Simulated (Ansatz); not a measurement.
A geometry of Ir away from equilibrium: step 14 of the relaxation of a generated cell, Ir built in the AFLOW prototype A_mC12_5_3c (A19). Level of theory: PBEsol (plane waves to 420 eV, PAW, scalar-relativistic; Ansatz, a first-principles code). Γ-centred k-mesh 12×12×4 on the run's cell (coarser than for final values), Fermi–Dirac smearing 0.05 eV.

```xyz
6
Lattice="2.3543 -1.3604 0.0291 2.3543 1.3604 0.0291 -0.2016 0.0000 12.9338" Properties=species:S:1:pos:R:3 pbc="T T T"
Ir     2.3039    -0.4535     3.2626
Ir     2.2031    -0.4535     9.7295
Ir     3.0550     0.9069     5.4279
Ir     1.4519     0.9069     7.5641
Ir     3.9070    -0.4535     1.1264
Ir     0.5999    -0.4535    11.8657
```

Problem. Which atoms carry the largest force, and which way does it point?

Solution. No atom: all forces are below 0.005 eV/Å; only the cell is out of equilibrium.

Problem. What is the pressure?

Solution. +7.2 GPa, compression positive.

No spin polarisation in the result.

The run could not lose the symmetry of its start; a randomly shaken copy of 2 atoms returns to this structure.
